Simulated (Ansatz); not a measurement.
Sn₂Ge₃Se₅ (I4/mmm)

All numbers below come from Ansatz, DFT PBE, scalar-relativistic, plane waves, PAW.

Cutoff 420 eV; k points 12×12×12 on the computed 10-atom cell (Γ-centred); Gaussian smearing, width 0.10 eV; no spin polarisation.

The structure is relaxed at this level of theory with its symmetry kept, and needn't be the ground state of this composition.

```
Sn Ge Se
1.0
    -2.06805    2.06805   14.78015
     2.06805   -2.06805   14.78015
     2.06805    2.06805  -14.78015
Sn Ge Se
2 3 5
Direct
  0.90186 0.90186 0.00000
  0.09814 0.09814 0.00000
  0.70613 0.70613 0.00000
  0.29387 0.29387 0.00000
  0.50000 0.50000 0.00000
  0.79471 0.79471 0.00000
  0.40431 0.40431 0.00000
  0.00000 0.00000 0.00000
  0.59569 0.59569 0.00000
  0.20529 0.20529 0.00000
```

| Property | Result |
| --- | --- |
| Space group | I4/mmm (No. 139) |
| Volume per atom | 25.28 Å³ |
| Formation energy from the elements' standard states (uncorrected) | -0.279 eV/atom |
| Kohn–Sham band gap | zero, with almost no states at the Fermi level |
| Density of states at the Fermi level | 0.0 states/eV per cell |
| Orbital (Löwdin) character within 0.5 eV of the Fermi level | Ge 4p 44 %, Se 4p 23 %, Sn 5p 13 %, Se 4s 8 %, Sn 5s 8 % |
| Bader charge by site (e) | Sn (2 in the cell) 0.88, Ge (2 in the cell) 0.68, Ge (1 in the cell) 0.68, Se (2 in the cell) -0.71, Se (2 in the cell) -0.81, Se (1 in the cell) -0.76 |

The cell was found from a structure generator's guess, not taken from experiment. Löwdin shares on free-atom orbitals overweight diffuse shells.
